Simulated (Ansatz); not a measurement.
MoSe (CsCl type, Pm-3m), PBEsol in the plane-wave PAW code Ansatz, all energies at zero smearing, with the estimated change up to a 700 eV cutoff added, with one set of potentials and settings (totals compare only within such a set). Cell of 2 atoms (1 Mo, 1 Se): -10321.767 eV.

```json
[
 {"element": "Mo", "reference phase": "Im-3m, 1 atoms in the cell", "E (eV/atom)": "-4897.5018"},
 {"element": "Se", "reference phase": "P3_121, 3 atoms in the cell", "E (eV/atom)": "-5424.2168"}
]
```

Formation energy per atom, worked out: (-10321.767 − 1×(-4897.5018) − 1×(-5424.2168))/2 = -0.024 eV/atom (-2 kJ per mol of atoms), at 0 K, without zero-point energy or fitted corrections.

The cell is a constructed one: a structure type filled with these elements; neither database checked (COD, Materials Project) lists it. Whether it is the stable phase at ambient conditions was not checked. The cell was relaxed with PBEsol under the symmetry of its start; whether a distortion lowers the energy is not shown. No spin polarisation was allowed. The references are the lowest solids computed at this level, not always the standard phases.

Potentials: the earlier of the program's two PAW sets. The files were generated under PBE; for other functionals the program regenerates the frozen cores, and for LDA and PBEsol the local potential too.
